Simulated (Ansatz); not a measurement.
MoSe:
```xyz
12
Lattice="9.0152 0.0000 0.0000 -4.5076 7.8074 0.0000 0.0000 0.0000 4.4167" Properties=species:S:1:pos:R:3 pbc="T T T"
Mo     1.5642     0.0000     1.1042
Se     1.5054     2.6074     1.1042
Mo    -0.7821     1.3547     1.1042
Se     6.0044     0.0000     1.1042
Mo     3.7255     6.4527     1.1042
Se    -3.0022     5.2000     1.1042
Mo     0.7821     1.3547     3.3125
Se    -1.5054     2.6074     3.3125
Mo     7.4509     0.0000     3.3125
Se     3.0022     5.2000     3.3125
Mo    -3.7255     6.4527     3.3125
Se     3.0107     0.0000     3.3125
```

Relaxed with r²SCAN+D4. Special points in fractions of this cell's reciprocal vectors: Γ (0.000, 0.000, 0.000); M (0.500, 0.000, 0.000); K (0.333, 0.333, 0.000); A (0.000, 0.000, 0.500); L (0.500, 0.000, 0.500); H (0.333, 0.333, 0.500).

**Question.** List the band energies nearest the Fermi level at these points for r²SCAN+D4 in the plane-wave PAW code Ansatz.

**Answer.** In eV from the Fermi level; about four levels below and three above (degenerate sets whole), none deeper than 8.9 eV; points with the same levels are listed once.

```csv
k,below,above
Γ,-0.24 -0.24 -0.10 -0.10,0.25 1.72 1.72
M,-0.54 -0.54 -0.42 -0.24 -0.21,0.07 0.35 1.73
K,-0.55 -0.55 -0.54 -0.54 -0.43,0.06 0.06 0.34
A,-0.97 -0.97 -0.97 -0.97,0.98 0.98 2.17 2.17 2.17 2.17
L,-1.08 -1.08 -0.89 -0.89,1.04 1.04 2.18 2.18
H,-0.91 -0.91 -0.91 -0.91,1.05 1.05 2.19 2.19 2.19 2.19
```

Space group P6_3/mcm. The start of the workflow was typed in or built on a structure type; neither database checked (COD, Materials Project) lists it. Its standing as an ambient phase is unchecked. The cell was relaxed with r²SCAN+D4 under the symmetry of its start; its stability against distortions is not shown here. The workflow began spin-polarised and lost its moments. Spin–orbit coupling is left out wherever it is not named.

Potentials: the earlier of the program's two PAW sets.
